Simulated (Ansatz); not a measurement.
**Pressure against volume: Zr**

```
CELL_PARAMETERS angstrom
3.23200 0.00000 0.00000
-1.61600 2.79899 0.00000
0.00000 0.00000 5.14700
ATOMIC_POSITIONS crystal
Zr 0.33333 0.66667 0.25000
Zr 0.66667 0.33333 0.75000
```

The cell comes from COD entry 9008523, which wasn't checked; take it as a given geometry.

Methods: DFT, LDA, all-electron LAPW, scalar-relativistic (Ansatz 0.2.0); DFT, LDA, PAW with Ansatz's default frozen-core files, scalar-relativistic (Ansatz 0.2.0).

For LAPW: a Γ-centred 13×13×7 k mesh, Fermi–Dirac smearing of 0.03 eV, basis error target 0.25 meV/atom, no spin polarisation. PAW takes a cutoff of 420 eV at this cell (files made with PBE, cores remade for this functional). The Ansatz runs share mesh, smearing and spin set-up. Plane-wave (PAW) pressures include the program's estimate of the Pulay term.

The cell above is scaled evenly, with fractional coordinates and shape held.

| V/V(cell) | V (Å³/atom) | P, LAPW (GPa) | P, PAW (GPa) |
| --- | --- | --- | --- |
| 0.9400 | 21.884 | -0.35 | -0.38 |
| 0.9600 | 22.350 | -2.44 | -2.47 |
| 0.9800 | 22.815 | -4.35 | -4.37 |
| 0.9900 | 23.048 | -5.24 | -5.26 |
| 1.0000 | 23.281 | -6.09 | -6.11 |
| 1.0100 | 23.514 | -6.90 | -6.92 |
| 1.0200 | 23.746 | -7.68 | -7.70 |
| 1.0400 | 24.212 | -9.14 | -9.16 |
| 1.0600 | 24.678 | -10.47 | -10.49 |
